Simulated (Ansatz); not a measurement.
This is a known allotrope of Sr, reached from a generated start. Known forms of Sr include space group No. 225.

A relaxed cell of Sr (P6₃/mmc (No. 194)), relaxed on a k-mesh at least as fine as the one used below. These are r2SCAN (plane waves to 500 eV, PAW, scalar-relativistic; Ansatz, a first-principles code) values and carry that method's errors. Γ-centred k-mesh 9×9×3 on the run's cell (coarser than for final values), Fermi–Dirac smearing 0.05 eV.

```yaml
crystal:
  lattice:
    - [4.30341, 0.00000, 0.00000]
    - [-2.15171, 3.72687, 0.00000]
    - [0.00000, 0.00000, 14.24413]
  atoms:
    - { symbol: Sr, position: [0.33333, 0.66667, 0.12500] }
    - { symbol: Sr, position: [0.33333, 0.66667, 0.62500] }
    - { symbol: Sr, position: [0.66667, 0.33333, 0.37500] }
    - { symbol: Sr, position: [0.66667, 0.33333, 0.87500] }
```

The atoms are displaced by (Å):

```tsv
atom	ux	uy	uz
Sr1	-0.030	0.014	-0.002
Sr2	-0.021	-0.085	0.025
Sr3	0.001	0.052	-0.088
Sr4	0.029	0.017	0.171
```

**Question.** What forces (eV/Å) and pressure result?

**Answer.** 
```json
[
 {"atom": "Sr1", "Fx": "0.02", "Fy": "0.01", "Fz": "0.08"},
 {"atom": "Sr2", "Fx": "0.01", "Fy": "0.03", "Fz": "0.02"},
 {"atom": "Sr3", "Fx": "-0.01", "Fy": "-0.02", "Fz": "0.15"},
 {"atom": "Sr4", "Fx": "-0.02", "Fy": "-0.01", "Fz": "-0.25"}
]
```

Pressure 0.0 GPa.

No spin polarisation in the result.

The run that gave the undisplaced cell could not lose the symmetry of its start.
